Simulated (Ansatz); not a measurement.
## Eu4Al7Si8 with basis.ecutwfc changed

Computed with the plane-wave PAW code Ansatz (scalar-relativistic, PAW set soft_2): PBEsol, collinear spin, 420 eV cutoff, k-mesh 3×3×3. These are the settings of the reference run.

Cell:

```
cell
1.0
     0.0000    0.0000   -6.8633
     4.1615   -7.2080    0.0000
    -8.3231    0.0000    0.0000
Eu Al Si
4 7 8
Direct
  0.9984 0.5011 0.5006
  0.9984 0.9994 0.5006
  0.0040 0.5000 0.0000
  0.9984 0.9994 0.9989
  0.3589 0.6630 0.3259
  0.3589 0.1741 0.8370
  0.3589 0.6630 0.8370
  0.6314 0.3294 0.1706
  0.6314 0.8412 0.1706
  0.6314 0.3294 0.6588
  0.6363 0.8333 0.6667
  0.7543 0.1667 0.3333
  0.7381 0.6653 0.3306
  0.7381 0.1694 0.8347
  0.7381 0.6653 0.8347
  0.2659 0.3247 0.1753
  0.2659 0.8506 0.1753
  0.2659 0.3247 0.6494
  0.2630 0.8333 0.6667
```

The reference run of this cell is solved again as a single point with these keys changed:

| key | reference run | changed run |
| --- | --- | --- |
| basis.ecutwfc | 420 | 33.1 Ry |

Task: How far do the results move?

Result: 

```
                                    quantity  reference run  changed run
energy, changed less reference (meV an atom)              0         -0.5
                        largest force (eV/Å)           0.02         0.02
                        gap on the mesh (eV)           0.00         0.00
                     moment of the cell (μB)          26.97        26.97
```

The results hardly move, so this setting matters little here. It took 23 iterations.

Caveats: the reference run: 4f shell without a U, which puts 4f levels too near the Fermi level; the reference run: open f or d shells may hold a state above the lowest; a single point, atoms not relaxed again.
